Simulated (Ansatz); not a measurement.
Yb2Ni3B6, a known structure type with other elements, at an estimated volume

```yaml
crystal:
  lattice:
    - [3.83923, 4.33989, 0.00000]
    - [3.83923, -4.33989, 0.00000]
    - [0.00000, 0.00000, -3.46084]
  atoms:
    - { symbol: B, position: [0.39100, 0.07700, 0.50000] }
    - { symbol: B, position: [0.60900, 0.92300, 0.50000] }
    - { symbol: B, position: [0.07700, 0.39100, 0.50000] }
    - { symbol: B, position: [0.92300, 0.60900, 0.50000] }
    - { symbol: Ni, position: [0.00000, 0.00000, 0.50000] }
    - { symbol: B, position: [0.37600, 0.37600, 0.50000] }
    - { symbol: B, position: [0.62400, 0.62400, 0.50000] }
    - { symbol: Ni, position: [0.22300, 0.22300, 0.00000] }
    - { symbol: Ni, position: [0.77700, 0.77700, 0.00000] }
    - { symbol: Yb, position: [0.27680, 0.72320, 0.00000] }
    - { symbol: Yb, position: [0.72320, 0.27680, 0.00000] }
```

Level: r2SCAN, no spin polarisation; 500 eV; 3×3×5 Γ-centred mesh; fermi-dirac occupations (width 0.1 eV); Ansatz 0.2.0, fixed geometry.

Task: Is it stable against the elements?

Result: -0.49 eV an atom against the elements' usual phases (free molecules for gases, crystals otherwise, with no correction for O₂ or N₂), so it is bound against them; other compounds may still compete. Relaxing would lower it.

Task: Metal or insulator?

Result: It is a metal, with about 6.7 states/eV a cell as the mean within 0.25 eV of the Fermi level, mostly Yb f (47 %), B p (21 %) and Ni d (21 %).

Task: Is the cell too large or too small?

Result: The pressure is -3.0 GPa (compression positive), so with the atoms held at these fractions the cell would first shrink; the forces are large, so a full relaxation may end otherwise. The principal stresses -5.8, -4.3, 1.2 GPa differ, so its shape would change too.

Task: Which atom feels the largest force, and which way?

Result: The largest is on B1 (and as large on other atoms): 1.62 eV/Å, components (0.13, -1.61, 0.00). It makes 167° with the line to a nearest neighbour, B2 at 1.63 Å, pointing away from it.

Origin: a known structure type with other elements, at an estimated volume, so it need not be a known compound. Caveats: no spin polarisation, so a magnetic state may lie lower; the k mesh is coarse if the cell is a metal; atoms or cell far from equilibrium; f levels without a U or exact exchange are poorly placed.
